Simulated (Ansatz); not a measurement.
An Ansatz (a program for electronic structure) run. Input:

Ansatz 0.2 input:
```yaml
crystal:
  lattice:
    - [3.9406726488, 0.0, 0.0]
    - [-1.9703363244, 3.4127226218, 0.0]
    - [0.0, 0.0, 6.4565782527]
  atoms:
    - { symbol: Ca, position: [0.3333333333, 0.6666666667, 0.25] }
    - { symbol: Ca, position: [0.6666666667, 0.3333333333, 0.75] }
kpoints:
  mp_grid: { grid: [12, 12, 7] }
hamiltonian:
  xc: r2scan
  pseudopotentials: { azcp: { folder: ./paw }, kind: paw }
scf:
  occupations: { method: gaussian, width: 0.1 }
checkpoint: { read: metal.run }
output: { write_density: true, elf: true, volumetric_format: npy }
basis: { fft_grid_basis: typed }
```

Output (shortened):

```
Pseudopotential: Ca, paw, valence charge 10
Functional definition: r2SCAN
Crystal: 2 atoms, lattice volume = 86.831 Å³
Basis set: ecut = 500 eV, 2213 PW (Γ), exchange–correlation on 120×120×192 points (64 copies of the dense FFT grid, shifted against one another)
Bands: 18, of which v1, the nominal top of the filled ones, is band 10 counted from 1 (9 counted from 0)
Symmetry: 24 space group operations
Space group: P63/mmc (ITA 194), of the structure as read, at distance tolerance 4.4e-5 Å
k-points: 76 of 1008
Stability of the state it starts from, as read at its close in the unpolarized treatment …
iter 1 solved again at ethr=3.70e-8 eV; its pass at ethr=3.10e-3 eV (dr2=7.39e-6 eV) is discarded
SCF iter   1: F=—  HF=-3643.338191 eV  |F-HF|=—  |Δ(HF+E_count)|=         —  Δρ=2.97e-7  dr2=1.37e-11  dr2_τ=1.39e-11  ethr=3.70e-8  ⟨swp⟩=3.0  Hψ=12379  notcnv=0
preconditioner: auto → Kerker (q_TF=auto, 2.136 Å⁻¹)
SCF iter   2: F=-3643.338191 eV  HF=-3643.338191 eV  |F-HF|=4.55e-12  |Δ(HF+E_count)|=   1.73e-9  Δρ=1.40e-7  dr2=3.82e-12  dr2_τ=5.78e-12  ethr=1.00e-12  ⟨swp⟩=5.5  Hψ=5594  notcnv=0
SCF 1 converged in 2 iterations: F = -3643.338191 eV  dr2 = 3.82e-12
SCF converged after 2 iterations
Free energy (F): -3643.338191 eV
Harris-Foulkes:  -3643.338191 eV  (|F-HF|=4.55e-12)
Internal energy: -3643.327094 eV  (E = F + TS)
E sigma→0 (E₀):  -3643.332642 eV
Entropy (-TS):   -0.011096 eV (-5.548 meV/atom)
Fermi energy:    4.861443 eV
--- Per-component energies (eV) ---
  E_band       = -372.287440
  E_kinetic    = 501.829154
  E_local      = -1715.846759  (includes V_loc(G=0)·N_el)
  E_nonlocal   = 179.621687
  E_hartree    = 567.112885
  E_xc         = -249.483515
  E_vxc        = -352.884028  (∫ρ·V_xc dr)
  E_paw        = -1742.824489  (= ΣΔE_a)
  E_vpaw       = -140.526924  (= ΣTr[D̂ρ^β])
  E_aug_tail   = -0.000007  (compensation charges beyond the density's cutoff)
  E_vtau       = 21.293676  (kinetic-family band-sum trace: ∫τ·v_τ [+ j·A + Jᵃ·Aᵃ] dr)
  E_ewald      = -1183.294718
  E_core_change = -0.441331  (= ΣΔE_core)
  E_smearing   = -0.011096  (= −TS)
  E_closure    = 0.000000  (closes the sum)
  Σ components = -3643.338191   (vs F -3643.338191, Δ=0.00e0)
  [band-id]    e_kinetic+e_local+e_nonlocal+2·e_hartree+e_vxc+e_vpaw+e_augmentation_tail+e_vtau = -372.287430   (vs E_band -372.287440, Δ=9.86e-6)
--- Band table (eV; the first three rows and the last of 76) ---
  k-point 0: bands = ["-39.0586", "-39.0462", "-19.2070", "-19.1015", "-19.1015", "-19.0837", "-19.0837", "-19.0762", "0.5475", "3.8372", "4.4649", "7.4205", "7.4301", "7.4301", "7.7571", "7.7571", "8.1653", "8.1653"]
  k-point 1: bands = ["-39.0580", "-39.0468", "-19.2007", "-19.1006", "-19.1006", "-19.0846", "-19.0846", "-19.0828", "0.6374", "3.3116", "4.9526", "7.3284", "7.4045", "7.4045", "7.7059", "7.7059", "8.2573", "8.2573"]
  k-point 2: bands = ["-39.0563", "-39.0485", "-19.1828", "-19.1012", "-19.0982", "-19.0982", "-19.0871", "-19.0871", "0.9030", "2.5811", "5.5889", "7.0647", "7.3740", "7.3740", "7.5882", "7.5882", "8.4734", "8.4734"]
  k-point 75: bands = ["-39.0429", "-39.0429", "-19.1855", "-19.1855", "-19.1671", "-19.1586", "-19.1040", "-19.1040", "4.8819", "5.0907", "5.1133", "5.1133", "5.5921", "5.5921", "7.7349", "8.0861", "9.0182", "9.0182"]
```

Cost: very roughly 12 core-seconds on shared cores.

Space group P6_3/mmc (hcp (Mg type)). The workflow started from an entry of the Crystallography Open Database (COD, 723 K), which files this formula under 3 space groups. It is not the phase usual at ambient conditions (space group No. 225). The cell was relaxed with r²SCAN under the symmetry of its start; whether a distortion lowers the energy is not shown.

Potentials: the earlier of the program's two PAW sets. The files were generated under PBE; for other functionals the program regenerates the frozen cores, and for LDA and PBEsol the local potential too.

Ansatz is a plane-wave DFT program.
